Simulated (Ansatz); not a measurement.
Si$_{2}$Ni (fluorite or antifluorite type, Fm-3m) at seven volumes, DFT-PBEsol in the program Ansatz with PAW potentials, scaled uniformly. One row is withheld.

```csv
V (Å³/atom),P (GPa)
11.865,18.84
12.256,?
12.647,5.19
13.038,0.00
13.429,-4.32
13.820,-8.02
14.212,-11.10
```

### Question
Fit the shown pressures and predict the withheld one.

### Answer
Third-order Birch–Murnaghan: P = (3/2)B₀(x^(7/2) − x^(5/2))[1 + (3/4)(B′ − 4)(x − 1)] with x = (V₀/V)^(2/3). Least squares on the six rows gives V₀ = 13.039 Å³/atom, B₀ = 158.6 GPa, B′ = 4.87. At V = 12.256, x = 1.0422 and P = 11.42 GPa. The run itself gave 11.43 GPa.

The cell was relaxed with PBEsol under the symmetry of its start. The workflow began spin-polarised and lost its moments.

Potentials: the later of the program's two PAW sets.
